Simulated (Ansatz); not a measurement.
Relaxed candidate structures of ZnAu:

A. Pmmn, origin choice 1 (No. 59), oP4; a = 3.0142 Å, b = 3.7667 Å, c = 5.5020 Å, α = 90.00°, β = 90.00°, γ = 90.00°; Au 2a (0.000, 0.000, 0.844); Zn 2a (0.000, 0.000, 0.362)

B. I4₁/amd, origin choice 1 (No. 141), tI8; a = b = 3.8049 Å, c = 8.4828 Å, α = β = γ = 90.00°; Au 4a (0.000, 0.000, 0.000); Zn 4b (0.000, 0.000, 0.500)

C. Fd-3m, origin choice 1 (No. 227), cF16, AFLOW prototype AB_cF16_227_a_b (B32, as in NaTl); a = b = c = 6.303 Å, α = β = γ = 90.00°; Au 8b (0.500, 0.500, 0.500); Zn 8a (0.000, 0.000, 0.000)

### Question
Put the candidates in order of energy per atom, lowest first, for PBEsol (plane waves to 420 eV, PAW, scalar-relativistic; Ansatz, a first-principles code).

### Answer
B (reference), A (+0.05 eV/atom), C (+0.13 eV/atom)

Probably no minimum, since a slightly shaken restart fell lower: Fd-3m, cF16, AFLOW prototype AB_cF16_227_a_b (B32, as in NaTl) (by 0.13 eV/atom, to I4₁/amd). Each run could gain symmetry but not lose that of its start, so entries can be saddle points. All of these are generated cells (placed on structure types, drawn at random, substituted or restacked) that were not matched to a known phase here. Energies are at zero temperature and pressure, without zero-point motion. No spin polarisation in the result.
